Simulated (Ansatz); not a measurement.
An Ansatz (a first-principles code) run. Input:

Ansatz 0.2 input:
```yaml
crystal:
  lattice:
    - [0.0, 1.9699661926, 1.9699661926]
    - [1.9699661926, 0.0, 1.9699661926]
    - [1.9699661926, 1.9699661926, 0.0]
  atoms:
    - { symbol: Pt, position: [0.0, 0.0, 0.0] }
kpoints:
  mp_grid: { grid: [18, 18, 18] }
hamiltonian:
  xc: r2scan
  pseudopotentials: { azcp: { folder: ./paw }, kind: paw }
scf:
  occupations: { method: gaussian, width: 0.1 }
checkpoint: { read: metal.run }
output: { bader: true, populations: true }
```

Output (shortened):

```
Pseudopotential: Pt, paw, valence charge 18
Functional definition: r2SCAN
Crystal: 1 atoms, lattice volume = 15.290 Å³
Basis set: ecut = 500 eV, 387 PW (Γ), exchange–correlation on 96×96×96 points (64 copies of the dense FFT grid, shifted against one another)
Bands: 17, of which v1, the nominal top of the filled ones, is band 9 counted from 1 (8 counted from 0)
Symmetry: 48 space group operations
Space group: Fm-3m (ITA 225), of the structure as read, at distance tolerance 2.5e-5 Å
k-points: 195 of 5832
Stability of the state it starts from, as read at its close in the unpolarized treatment …
iter 1 solved again at ethr=2.53e-7 eV; its pass at ethr=3.10e-3 eV (dr2=4.55e-5 eV) is discarded
SCF iter   1: F=—  HF=-12538.253287 eV  |F-HF|=—  |Δ(HF+E_count)|=         —  Δρ=3.12e-7  dr2=6.65e-12  dr2_τ=6.15e-12  ethr=2.53e-7  ⟨swp⟩=2.5  Hψ=25023  notcnv=0
preconditioner: auto → none
SCF iter   2: F=-12538.253287 eV  HF=-12538.253287 eV  |F-HF|=3.64e-12  |Δ(HF+E_count)|=   1.54e-8  Δρ=2.29e-7  dr2=5.95e-12  dr2_τ=4.98e-12  ethr=1.00e-12  ⟨swp⟩=5.8  Hψ=11614  notcnv=0
SCF 1 converged in 2 iterations: F = -12538.253287 eV  dr2 = 5.95e-12
SCF converged after 2 iterations
Free energy (F): -12538.253287 eV
Harris-Foulkes:  -12538.253287 eV  (|F-HF|=3.64e-12)
Internal energy: -12538.243008 eV  (E = F + TS)
E sigma→0 (E₀):  -12538.248148 eV
Entropy (-TS):   -0.010279 eV (-10.279 meV/atom)
Fermi energy:    22.704005 eV
--- Per-component energies (eV) ---
  E_band       = -153.765369
  E_kinetic    = 597.551759
  E_local      = -1447.023223  (includes V_loc(G=0)·N_el)
  E_nonlocal   = 205.470260
  E_hartree    = 550.733861
  E_xc         = -220.349777
  E_vxc        = -300.058927  (∫ρ·V_xc dr)
  E_paw        = -9509.804522  (= ΣΔE_a)
  E_vpaw       = -331.011466  (= ΣTr[D̂ρ^β])
  E_aug_tail   = 0.000727  (compensation charges beyond the density's cutoff)
  E_vtau       = 19.837679  (kinetic-family band-sum trace: ∫τ·v_τ [+ j·A + Jᵃ·Aᵃ] dr)
  E_ewald      = -2714.590475
  E_core_change = -0.231617  (= ΣΔE_core)
  E_smearing   = -0.010279  (= −TS)
  E_closure    = 0.000000  (closes the sum)
  Σ components = -12538.253287   (vs F -12538.253287, Δ=0.00e0)
  [band-id]    e_kinetic+e_local+e_nonlocal+2·e_hartree+e_vxc+e_vpaw+e_augmentation_tail+e_vtau = -153.765470   (vs E_band -153.765369, Δ=-1.01e-4)
--- Band table (eV; the first three rows and the last of 195) ---
  k-point 0: bands = ["-77.8798", "-31.1885", "-31.1885", "-31.1885", "12.3838", "18.8674", "18.8674", "18.8674", "20.9822", "20.9822", "38.1040", "43.1799", "43.1799", "43.1799", "48.9579", "55.5206", "55.5206"]
  k-point 1: bands = ["-77.8787", "-31.2035", "-31.1907", "-31.1907", "12.5124", "18.8113", "18.9183", "18.9183", "20.9545", "20.9545", "38.2979", "42.5222", "43.3702", "43.3702", "49.6755", "53.9933", "54.8109"]
  k-point 2: bands = ["-77.8757", "-31.2465", "-31.1969", "-31.1969", "12.8863", "18.6680", "19.0511", "19.0511", "20.8965", "20.8965", "38.8236", "41.1102", "43.9226", "43.9226", "50.2801", "52.7444", "53.1730"]
  k-point 194: bands = ["-77.8329", "-31.5351", "-31.4870", "-31.3750", "16.9331", "17.6679", "18.5843", "20.7251", "23.2141", "30.1871", "30.6052", "32.0422", "35.2784", "47.5764", "48.6358", "50.4368", "55.4752"]
--- Löwdin populations: 1 site ---
  site symbol       q [e]
     0     Pt     17.8619
  spilling = 0.007674 (of n_electrons = 18.000000)
--- Bader charges: 1 site ---
  site symbol  charge [e]  shift [e]
     0     Pt      0.0000     0.0000
  shift: an alarm, by how much a part of what the PAW files miss would move the charge. Where it is large, compare
  with a run on PAW files of another source; a small one proves nothing
  estimated error of the sums over rays = 4.1e-7 e
```

Cost: around 5 core-seconds (rough) on shared cores.

Symmetry was held in the r²SCAN relaxation. The run is not spin-polarised. Scalar-relativistic: spin–orbit coupling is off unless named, which matters more the heavier the elements.

Potentials: the earlier of the program's two PAW sets.

Ansatz is a plane-wave DFT program.
